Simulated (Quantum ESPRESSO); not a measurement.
AlGe6N (made-up cell), AlSi6As (made-up cell) (calculated)

Computed with Quantum ESPRESSO 7.5. Calculation on a made-up crystal cell, not a measurement: periodic Kohn-Sham density functional theory in plane waves with PseudoDojo standard norm-conserving scalar-relativistic pseudopotentials, each functional with its own files (v0.5 for PBE, v0.4.1 for LDA and PBEsol), no spin polarisation, no spin-orbit coupling, atoms not relaxed, stress positive in tension, energies less a fixed whole-eV offset for each atom's element; levels are Kohn-Sham levels at fractions of this cell's reciprocal vectors, counted from the reference band (half the neutral cell's valence electrons, rounded up) at Gamma; error bars cover cutoff and k-mesh only, not smearing or the files; added strain carries the atoms with the cell, and shear is the tensor component; each bar is the largest change over components, and at least 0.002 eV, 0.002 eV per angstrom or 0.02 GPa; energies are for the whole cell, and the offsets were chosen from early runs and are not element reference energies.

Settings shared by all entries: lattice type zincblende/diamond; functional pbe; cutoff 1143 eV; fermi dirac smearing 0.1 eV; scf tolerance 1e-07 eV; electrons removed 0; added strain kind biaxial xx and yy; k mesh 6 x 6 x 6, shifted by half a step.

(1) AlGe6N (made-up cell)

Unstrained structure:
```
CELL_PARAMETERS angstrom
5.84300 0.09090 -0.01970
0.09090 5.83920 0.08660
-0.01970 0.08660 5.76880
ATOMIC_POSITIONS crystal
N 0.00408 0.99220 0.00535
Ge 0.00300 0.49312 0.49906
Ge 0.50039 0.99369 0.49360
Ge 0.49858 0.50115 0.00394
Ge 0.25209 0.24725 0.25081
Al 0.24739 0.75522 0.75769
Ge 0.75221 0.24488 0.75099
Ge 0.75298 0.74514 0.24764
```

| Quantity | Value |
| --- | --- |
| added strain | -0.018 |
| structure shown | before the added strain of -0.018 |
| free energy less offsets | 1.415 eV |
| smearing term minus ts | -0.07256 eV |
| scf iterations | 11 |
| pressure | -4.959 GPa |
| stress xx | 4.873 GPa |
| stress yy | 4.814 GPa |
| stress zz | 5.19 GPa |
| stress yz | 2.226 GPa |
| stress xz | -1.109 GPa |
| stress xy | 1.324 GPa |
| fermi level | -0.1068 eV |
| reference band | 46 |
| error bar energy | 0.002902 eV |
| error bar stress | 0.02 GPa |
| error bar force | 0.004326 eV/Å |
| error bar next band up | 0.002 eV |
| error bar fermi level | 0.009451 eV |
| error bars from | tighter rerun of a related cell |

Atoms:
```tsv
atoms element	atom site	atom energy offset (eV)
N	1	-283
Ge	2	-2430
Ge	3	-2430
Ge	4	-2430
Ge	5	-2430
Al	6	-64
Ge	7	-2430
Ge	8	-2430
```

Forces:
```tsv
site	x (eV/Å)	y (eV/Å)	z (eV/Å)
1	-0.02836	-0.1518	-0.5411
2	0.4596	0.1782	0.4565
3	0.2617	-0.2652	0.5687
4	0.2707	-0.2392	-0.1928
5	-0.8964	-0.5342	-0.8916
6	-1.321	0.9765	0.6334
7	0.5728	-0.8827	0.8443
8	0.6812	0.9184	-0.8775
```

Levels:
```tsv
level k point	next band up (eV)
Gamma	0.04824
(1/2,1/2,1/2)	-0.1777
(0.15,0,0)	-0.01228
(0,0.15,0)	0.006186
(0,0,0.15)	0.01092
```

(2) AlGe6N (made-up cell)

Structure as in entry 1.

| Property | Result |
| --- | --- |
| added strain | -0.009 |
| structure shown | before the added strain of -0.009 |
| free energy less offsets | 1.53 eV |
| smearing term minus ts | -0.07467 eV |
| scf iterations | 11 |
| pressure | -5.666 GPa |
| stress xx | 5.733 GPa |
| stress yy | 5.675 GPa |
| stress zz | 5.592 GPa |
| stress yz | 2.099 GPa |
| stress xz | -1.063 GPa |
| stress xy | 1.18 GPa |
| fermi level | -0.09956 eV |
| reference band | 46 |
| error bar energy | 0.002902 eV |
| error bar stress | 0.02 GPa |
| error bar force | 0.004326 eV/Å |
| error bar next band up | 0.002 eV |
| error bar fermi level | 0.009451 eV |
| error bars from | tighter rerun of this cell |

Atoms:
```tsv
atoms element	atom site	atom energy offset (eV)
N	1	-283
Ge	2	-2430
Ge	3	-2430
Ge	4	-2430
Ge	5	-2430
Al	6	-64
Ge	7	-2430
Ge	8	-2430
```

Forces:
```tsv
site	x (eV/Å)	y (eV/Å)	z (eV/Å)
1	-0.03166	-0.1518	-0.5435
2	0.4306	0.1653	0.4429
3	0.2494	-0.2444	0.5476
4	0.2575	-0.2344	-0.1887
5	-0.8442	-0.5046	-0.835
6	-1.267	0.9365	0.6092
7	0.5549	-0.8434	0.794
8	0.6506	0.8767	-0.8266
```

Levels:
```tsv
level k point	next band up (eV)
Gamma	0.06838
(1/2,1/2,1/2)	-0.1934
(0.15,0,0)	0.003507
(0,0.15,0)	0.02088
(0,0,0.15)	0.03511
```

(3) AlGe6N (made-up cell)

Structure as in entry 1.

| Property | Result |
| --- | --- |
| added strain | -0.0045 |
| structure shown | before the added strain of -0.0045 |
| free energy less offsets | 1.595 eV |
| smearing term minus ts | -0.07576 eV |
| scf iterations | 11 |
| pressure | -5.992 GPa |
| stress xx | 6.132 GPa |
| stress yy | 6.074 GPa |
| stress zz | 5.771 GPa |
| stress yz | 2.038 GPa |
| stress xz | -1.041 GPa |
| stress xy | 1.113 GPa |
| fermi level | -0.0956 eV |
| reference band | 46 |
| error bar energy | 0.002902 eV |
| error bar stress | 0.02 GPa |
| error bar force | 0.004326 eV/Å |
| error bar next band up | 0.002 eV |
| error bar fermi level | 0.009451 eV |
| error bars from | tighter rerun of a related cell |

Atoms:
```tsv
atoms element	atom site	atom energy offset (eV)
N	1	-283
Ge	2	-2430
Ge	3	-2430
Ge	4	-2430
Ge	5	-2430
Al	6	-64
Ge	7	-2430
Ge	8	-2430
```

Forces:
```tsv
site	x (eV/Å)	y (eV/Å)	z (eV/Å)
1	-0.03317	-0.152	-0.5441
2	0.4161	0.1598	0.436
3	0.2439	-0.235	0.5374
4	0.2516	-0.231	-0.1864
5	-0.8193	-0.4908	-0.8085
6	-1.241	0.9174	0.598
7	0.5462	-0.825	0.77
8	0.6356	0.8566	-0.8025
```

Levels:
```tsv
level k point	next band up (eV)
Gamma	0.07937
(1/2,1/2,1/2)	-0.2
(0.15,0,0)	0.01116
(0,0.15,0)	0.02809
(0,0,0.15)	0.04694
```

(4) AlSi6As (made-up cell)

Unstrained structure:
```
CELL_PARAMETERS angstrom
5.58180 0.00000 0.00000
0.00000 5.58180 0.00000
0.00000 0.00000 5.58180
ATOMIC_POSITIONS crystal
Si 0.00718 0.99377 0.99837
Si 0.00428 0.50760 0.49867
Al 0.49635 0.00093 0.49325
Si 0.49341 0.49914 0.00459
As 0.24669 0.25189 0.24711
Si 0.25015 0.75594 0.74761
Si 0.74368 0.24463 0.74895
Si 0.75279 0.74526 0.24976
```

| Quantity | Value |
| --- | --- |
| added strain | -0.0239 |
| structure shown | before the added strain of -0.0239 |
| free energy less offsets | 1.373 eV |
| smearing term minus ts | -0.0124 eV |
| scf iterations | 10 |
| pressure | 3.092 GPa |
| stress xx | -3.699 GPa |
| stress yy | -3.729 GPa |
| stress zz | -1.848 GPa |
| stress yz | -0.602 GPa |
| stress xz | 0.1729 GPa |
| stress xy | -0.2764 GPa |
| fermi level | 0.04104 eV |
| reference band | 21 |
| error bar energy | 0.002 eV |
| error bar stress | 0.02 GPa |
| error bar force | 0.002 eV/Å |
| error bar next band up | 0.002 eV |
| error bar fermi level | 0.006933 eV |
| error bars from | tighter rerun of a related cell |

Atoms:
```tsv
atoms element	atom site	atom energy offset (eV)
Si	1	-115
Si	2	-115
Al	3	-64
Si	4	-115
As	5	-2887
Si	6	-115
Si	7	-115
Si	8	-115
```

Forces:
```tsv
site	x (eV/Å)	y (eV/Å)	z (eV/Å)
1	-1.326	-0.0594	-0.5206
2	-0.9867	-0.1091	0.818
3	0.6943	-0.4542	0.3231
4	0.9093	0.5988	-1.085
5	-0.2853	0.09472	0.003689
6	0.2254	-0.6318	0.3629
7	0.677	0.504	0.4115
8	0.09179	0.05687	-0.3134
```

Levels:
```tsv
level k point	next band up (eV)
Gamma	0.01799
(1/2,1/2,1/2)	0.01394
(0.15,0,0)	0.1358
(0,0.15,0)	0.206
(0,0,0.15)	0.2551
```

(5) AlSi6As (made-up cell)

Structure as in entry 4.

| Property | Result |
| --- | --- |
| added strain | -0.0087 |
| structure shown | before the added strain of -0.0087 |
| free energy less offsets | 1.303 eV |
| smearing term minus ts | -0.01151 eV |
| scf iterations | 10 |
| pressure | 0.491 GPa |
| stress xx | -0.6876 GPa |
| stress yy | -0.7011 GPa |
| stress zz | -0.08431 GPa |
| stress yz | -0.5309 GPa |
| stress xz | 0.1782 GPa |
| stress xy | -0.2808 GPa |
| fermi level | 0.06709 eV |
| reference band | 21 |
| error bar energy | 0.002 eV |
| error bar stress | 0.02 GPa |
| error bar force | 0.002 eV/Å |
| error bar next band up | 0.002 eV |
| error bar fermi level | 0.006933 eV |
| error bars from | tighter rerun of a related cell |

Atoms:
```tsv
atoms element	atom site	atom energy offset (eV)
Si	1	-115
Si	2	-115
Al	3	-64
Si	4	-115
As	5	-2887
Si	6	-115
Si	7	-115
Si	8	-115
```

Forces:
```tsv
site	x (eV/Å)	y (eV/Å)	z (eV/Å)
1	-1.274	-0.06212	-0.509
2	-0.9623	-0.09441	0.7735
3	0.6749	-0.4415	0.3292
4	0.8727	0.5622	-1.027
5	-0.255	0.1013	0.01667
6	0.2033	-0.601	0.3157
7	0.6478	0.4832	0.3575
8	0.0922	0.05229	-0.2567
```

Levels:
```tsv
level k point	next band up (eV)
Gamma	0.05601
(1/2,1/2,1/2)	-0.03026
(0.15,0,0)	0.2238
(0,0.15,0)	0.2987
(0,0,0.15)	0.2765
```
